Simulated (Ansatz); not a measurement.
In the program Ansatz at the PBEsol level (PAW), Al2Au in the fluorite or antifluorite type structure (Fm-3m) relaxes to a = 6.003 Å. Au has 8 nearest neighbours from 2.60 Å (cubic). Its formation energy from the elements is -0.45 eV/atom, with no fitted shifts.

Electronic character: metallic (no gap). Gap from PBEsol with spin–orbit coupling: none (metallic).

The bulk modulus is 115 GPa. The relaxed-ion elastic constants in GPa are C11 = 153, C12 = 96.0, C44 = 52.0. The elastic constants imply a Debye temperature near 294 K. The highest mode at Γ lies at 263 cm⁻¹.

The cell was relaxed with PBEsol under the symmetry of its start; of distortions, only those at the zone centre were tested. As this level gives no gap, shear constants depend on the k-mesh and smearing (Fermi–Dirac, 0.1 eV here). As this level gives no gap, phonon frequencies hold no LO–TO term and depend on the k-mesh and smearing (Fermi–Dirac, 0.1 eV here). The references are the lowest solids computed at this level, not always the standard phases. Spin–orbit coupling is left out wherever it is not named.

Potentials: the later of the program's two PAW sets.
